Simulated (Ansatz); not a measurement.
A short materials screen. The current through a thin insulator falls as exp(−2kd), with k the slowest decay constant of states in the gap.

The yardstick is α-quartz SiO2. The Fermi level is put at mid-gap. Of the planes computed for each crystal, the one with the slowest decay is listed. Wanted: the thickness for 8 decades of attenuation, and how many decades a 1.5 nm film gains over the reference.

Levels of theory (Ansatz, a plane-wave PAW program): plane, in the cell as filed, gap, decay constant k, slowest state: r²SCAN, complex band structure, on cells taken as filed or relaxed beforehand.

Whether these are the forms stable at ambient conditions was not checked: Ba2CaMoO6 (Fm-3m, cF40); Cs2LiYCl6 (Fm-3m, cF40); Cs2NaYBr6 (Fm-3m, cF40). Cells under pressure at the level used (negative: too large): Ba2CaMoO6 (Fm-3m, cF40) −6 GPa. Spin–orbit coupling is left out unless named; it moves the gap of Ba2CaMoO6 (Fm-3m, cF40) by under 0.05 eV; no shift is given for Cs2LiYCl6 (Fm-3m, cF40), Cs2NaYBr6 (Fm-3m, cF40).

```tsv
crystal	plane, in the cell as filed	gap on the mesh (eV)	k at mid-gap (1/Å)	planes computed	slowest state
Ba2CaMoO6 (Fm-3m, cF40)	(001)	2.33	0.315	1	at Γ
α-quartz SiO2, reference	(110)	6.60	0.503	3	at Γ
Cs2LiYCl6 (Fm-3m, cF40)	(001)	5.46	0.458	1	at Γ
Cs2NaYBr6 (Fm-3m, cF40)	(111)	4.73	0.350	1	at Γ
```

Working rules: decades per nm = 2k × 10 Å/ln 10 = 8.686 k; thickness = 8/(decades per nm); extra decades of a 1.5 nm film = 1.5 × (row − reference).

Task: From the table, find decades per nm, thickness and decades beyond the reference for Cs2NaYBr6 (Fm-3m, cF40).

Result: 
- decades per nm: 8.686 × 0.350 = 3.040
- thickness: 8/3.040 = 2.63 nm
- decades beyond the reference: 1.5 × (3.040 − 4.369) = −2.0

Task: Rank all rows by decades per nm, highest first.

Result: The same steps for every row:

```tsv
crystal	decades per nm	thickness (nm)	decades beyond the reference
Ba2CaMoO6 (Fm-3m, cF40)	2.736	2.92	−2.4
α-quartz SiO2, reference	4.369	1.83	0.0
Cs2LiYCl6 (Fm-3m, cF40)	3.978	2.01	−0.6
Cs2NaYBr6 (Fm-3m, cF40)	3.040	2.63	−2.0
```

In order of decades per nm, highest first: α-quartz SiO2 (4.369 ± 0.26), Cs2LiYCl6 (Fm-3m, cF40) (3.978 ± 0.24), Cs2NaYBr6 (Fm-3m, cF40) (3.040 ± 0.18), Ba2CaMoO6 (Fm-3m, cF40) (2.736 ± 0.16). The ± follows from allowances picked for this note (decay constant k 6 %), carried to first order and added in quadrature; ≈ joins neighbours closer than their two ± added in quadrature. On this figure 0 of 3 candidates do clearly better than the reference.

The gaps are the functional's own, as a rule smaller than measured ones, and k shrinks with them; planes not computed could decay more slowly; interface matching and symmetry filtering by the electrodes are not included. Where several phases of a formula are at hand, those over 0.1 eV/atom above the lowest were not drawn (by r²SCAN where it compared them, else by the largest value; a layered or molecular lowest phase counts only with a dispersion term); other phases could lie lower still. Crystals of Pb, Bi, Tl or Hg, those whose gap spin–orbit coupling moves by over 0.3 eV, and those of Te, I or Sb with no such test at hand were not drawn. Rows were sampled with a lean to familiar crystals, related or not, whatever their agreement with measurement; tables with many equal figures were not kept. Limits of the draw: gap over 1 eV, no layered crystals, primitive or conventional cells alone; no unfamiliar magnets, and cubic perovskites only if shown or known to be stable. As a rule kept out of such tables: 4f compounds, open-shell compounds run without a Hubbard term, cells found unstable in the tests at hand, cells close to a higher symmetry, and runs set to a pressure or over 12 % in volume from the crystal's fullest run.
